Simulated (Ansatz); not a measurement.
# InSb3, one cell by several methods

```
In Sb
1.0
     0.00000    3.79455    3.79455
     3.79455    0.00000    3.79455
     3.79455    3.79455    0.00000
In Sb
1 3
Direct
  0.00000 0.00000 0.00000
  0.25000 0.25000 0.25000
  0.75000 0.75000 0.75000
  0.50000 0.50000 0.50000
```

Atoms are numbered in the order listed.

The cell is the one relaxed in the Materials Project (mp-975512), not relaxed further here; entries there can be hypothetical.

Spin–orbit coupling is left out, though it moves levels of the heavy atoms by tenths of an eV or more.

Levels of theory: DFT, PBE, PAW with Ansatz's default frozen-core files, scalar-relativistic (Ansatz 0.2.0); DFT, PBE, all-electron PAW with datasets made for the crystal, scalar-relativistic (Ansatz 0.2.0); DFT, PBE, all-electron LAPW, scalar-relativistic (Ansatz 0.2.0).

For PAW: a Γ-centred 9×9×9 k mesh, Fermi–Dirac smearing of 0.05 eV, cutoff 420 eV, no spin polarisation. The crystal-made all-electron datasets (AE datasets) take a cutoff of 240 eV at this cell. LAPW targets a basis error of 0.5 meV/atom. The Ansatz runs share mesh, smearing and spin set-up. Plane-wave (PAW) pressures include the program's estimate of the Pulay term.

Stress and pressure are positive in compression.

Levels count from the Fermi level.

| quantity | PAW | AE datasets | LAPW |
| --- | --- | --- | --- |
| pressure (GPa) | 0.34 | 0.35 | 0.35 |
| highest filled level at U (eV) | -0.602 | -0.602 | -0.602 |
| lowest empty level at U (eV) | 0.118 | 0.118 | 0.118 |
| highest filled level at W (eV) | -1.953 | -1.953 | -1.953 |
| lowest empty level at W (eV) | 1.266 | 1.266 | 1.266 |
| highest filled level at Γ (eV) | -0.579 | -0.579 | -0.579 |

PAW's pressure differs from the LAPW value by about 0.01 GPa or less.
